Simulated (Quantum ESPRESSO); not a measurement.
## Band energies of BP at +1 % isotropic strain

```xyz
4
Lattice="3.2117 0.0000 0.0000 -1.6059 2.7814 0.0000 0.0000 0.0000 5.3269" Properties=species:S:1:pos:R:3 pbc="T T T"
B      1.6059     0.9271     2.6654
B      0.0000     1.8543     0.0020
P      1.6059     0.9271     4.6590
P      0.0000     1.8543     1.9956
```

norm-conserving PBEsol (Quantum ESPRESSO, 76 Ry, scalar-relativistic); path ΓMKΓALHA,LM,KH; energies in eV from the valence-band maximum.

```csv
k (1/Å),point,band 4,band 5,band 6,band 7,band 8,band 9,band 10,band 11
0.00,Γ,-2.09,-2.09,-0.43,0.00,0.00,2.68,2.68,3.04
0.34,,-4.03,-2.76,-1.66,-0.97,-0.60,2.29,3.55,3.59
0.68,,-6.69,-4.48,-3.74,-2.41,-1.52,1.62,3.99,4.44
1.02,,-6.91,-6.48,-4.26,-4.00,-2.01,1.13,3.71,4.42
1.13,M,-7.20,-6.35,-4.30,-4.19,-2.05,1.10,3.68,4.40
1.35,,-7.13,-6.29,-5.08,-4.23,-2.80,2.32,2.59,5.13
1.67,,-7.22,-7.07,-5.30,-4.65,-4.58,1.08,6.29,6.80
1.78,K,-7.32,-7.32,-4.97,-4.97,-4.75,0.97,7.18,7.18
2.00,,-7.04,-6.41,-5.81,-4.30,-4.11,1.34,6.05,6.28
2.33,,-6.53,-5.41,-4.57,-2.81,-2.58,2.69,4.17,4.86
2.65,,-4.68,-3.44,-2.28,-1.22,-1.13,3.03,3.09,3.80
3.09,Γ,-2.09,-2.09,-0.43,0.00,0.00,2.68,2.68,3.04
3.44,,-2.84,-1.78,-1.78,-0.63,-0.63,3.25,3.30,3.30
3.68,A,-5.21,-1.27,-1.27,-1.27,-1.27,3.54,3.54,4.08
3.78,,-5.19,-1.50,-1.50,-1.35,-1.35,3.61,3.61,4.14
4.09,,-5.10,-3.52,-3.52,-2.13,-2.13,2.97,2.97,5.45
4.39,,-6.80,-3.84,-3.84,-2.95,-2.95,2.20,2.20,4.30
4.70,,-8.75,-3.38,-3.38,-3.34,-3.34,2.02,2.02,2.79
4.81,L,-8.95,-3.41,-3.41,-3.30,-3.30,2.06,2.06,2.62
5.02,,-8.86,-4.40,-4.40,-3.07,-3.07,2.60,2.60,3.30
5.35,,-8.62,-6.25,-6.25,-2.85,-2.85,3.00,3.00,4.88
5.46,H,-8.63,-6.41,-6.41,-2.82,-2.82,3.03,3.03,4.77
5.74,,-8.08,-5.70,-5.70,-3.05,-3.05,3.10,3.10,5.29
6.02,,-6.57,-4.30,-4.30,-3.60,-3.60,3.62,3.62,5.12
6.30,,-5.15,-3.66,-3.66,-2.66,-2.66,3.71,3.71,4.52
6.58,,-5.15,-1.93,-1.93,-1.52,-1.52,3.65,3.65,4.16
6.76,A,-5.21,-1.27,-1.27,-1.27,-1.27,3.54,3.54,4.08
6.76,L,-8.95,-3.41,-3.41,-3.30,-3.30,2.06,2.06,2.62
7.06,,-7.98,-5.10,-4.07,-3.32,-2.53,1.37,2.48,3.53
7.35,M,-7.20,-6.35,-4.30,-4.19,-2.05,1.10,3.68,4.40
7.35,K,-7.32,-7.32,-4.97,-4.97,-4.75,0.97,7.18,7.18
7.55,,-7.74,-7.30,-5.06,-4.38,-4.38,1.52,5.57,5.57
7.94,H,-8.63,-6.41,-6.41,-2.82,-2.82,3.03,3.03,4.77
```

The PBEsol gap is indirect, 0.97 eV, from Γ to K; the smallest direct gap is 2.68 eV.

Geometry strained from the cell relaxed with PBEsol, atoms relaxed again.

This is not the ordinary phase of the substance; no match was found in the copy of COD used, and its stability was not checked.
